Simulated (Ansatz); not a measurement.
Hf₅Sn₃: reading a single point

```
Sn Hf
1.0
     8.29946    0.00000    0.00000
    -4.14973    7.18755    0.00000
     0.00000    0.00000    5.68458
Sn Hf
6 10
Cartesian
  5.1042 0.0000 1.4211
  2.5521 4.4203 4.2634
  -2.5521 4.4203 1.4211
  3.1953 0.0000 4.2634
  1.5976 2.7672 1.4211
  -1.5976 2.7672 4.2634
  -0.0004 4.7919 0.0000
  4.1493 2.3956 2.8423
  4.1501 2.3956 0.0000
  0.0004 4.7919 2.8423
  1.9919 0.0000 1.4211
  0.9959 1.7250 4.2634
  -0.9959 1.7250 1.4211
  6.3076 0.0000 4.2634
  3.1538 5.4625 1.4211
  -3.1538 5.4625 4.2634
```

Level: r2SCAN, no spin polarisation; 500 eV; 5×5×6 Γ-centred mesh; fermi-dirac occupations (width 0.1 eV); Ansatz 0.2.0, fixed geometry.

Electronic structure: It is a metal, with about 8.7 states/eV a cell as the mean within 0.25 eV of the Fermi level, mostly Hf d (87 %).
Charges: Bader charges in e: Hf +0.97 to +1.07, Sn -1.72. In the mean Hf gives up most and Sn takes most.
Forces: The largest is on Sn3 (and as large on other atoms): 0.99 eV/Å, components (0.49, -0.85, 0.00). It makes 142° with the line to a nearest neighbour, Hf15 at 2.80 Å, pointing away from it.
Formation energy: -0.41 eV an atom against the elements' usual phases (free molecules for gases, crystals otherwise, with no correction for O₂ or N₂), so it is bound against them; other compounds may still compete. Relaxing would lower it.
Stress: The pressure is 4.3 GPa (compression positive), so with the atoms held at these fractions the cell would first expand; the forces are large, so a full relaxation may end otherwise. The principal stresses 1.9, 5.5, 5.5 GPa differ, so its shape would change too.

Origin: a database entry at a rescaled volume.
